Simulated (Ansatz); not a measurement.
Relaxed-ion elastic tensor of BaO (rock salt, Fm-3m) in GPa (Voigt order), DFT-PBE in the program Ansatz with PAW potentials; density 5.88 g/cm³, 21.64 Å³ per atom.

```
 115  46.0  46.0   0.0   0.0   0.0
46.0   115  46.0   0.0   0.0   0.0
46.0  46.0   115   0.0   0.0   0.0
 0.0   0.0   0.0  35.6   0.0   0.0
 0.0   0.0   0.0   0.0  35.6   0.0
 0.0   0.0   0.0   0.0   0.0  35.6
```

Q: Is the crystal mechanically stable?

A: Yes: the smallest eigenvalue of C is 35.6 GPa.

Q: Work out the Voigt, Reuss and Hill averages.

A: K_V = 69.1, K_R = 69.1, K_H = 69.1; G_V = 35.2, G_R = 35.2, G_H = 35.2 GPa.

Q: Give Young's modulus, Poisson's ratio, Pugh's ratio and the universal anisotropy index.

A: E = 9KG/(3K + G) = 90.4 GPa; ν = 0.28; K/G = 1.96 (ductile by the Pugh limit of 1.75); A_U = 5G_V/G_R + K_V/K_R − 6 = 0.00.

Q: Estimate the sound speeds and the Debye temperature.

A: v_l = √((K + 4G/3)/ρ) = 4440 m/s, v_t = √(G/ρ) = 2450 m/s, mean 2730 m/s; Θ = (h/k)(3n/4πV)^(1/3) v_m = 291 K.

Q: Give the Zener ratio and Young's modulus along [100], [110] and [111].

A: A = 2C44/(C11 − C12) = 1.03; 1/E = S11 − 2(S11 − S12 − S44/2)Γ with Γ = 0, 1/4, 1/3 gives 89.2, 90.6, 91.1 GPa.

Q: Solve the Christoffel equation for the three sound speeds along [100], [110], [111].

A: Eigenvalues of C_ijkl n_j n_l equal ρv². In km/s, slowest first: [100] 2.46, 2.46, 4.43; [110] 2.43, 2.46, 4.45; [111] 2.44, 2.44, 4.45.

Symmetry was held in the PBE relaxation; phonons on a q-mesh show no instability. Scalar-relativistic: spin–orbit coupling is off unless named, which matters more the heavier the elements.

Potentials: the later of the program's two PAW sets.
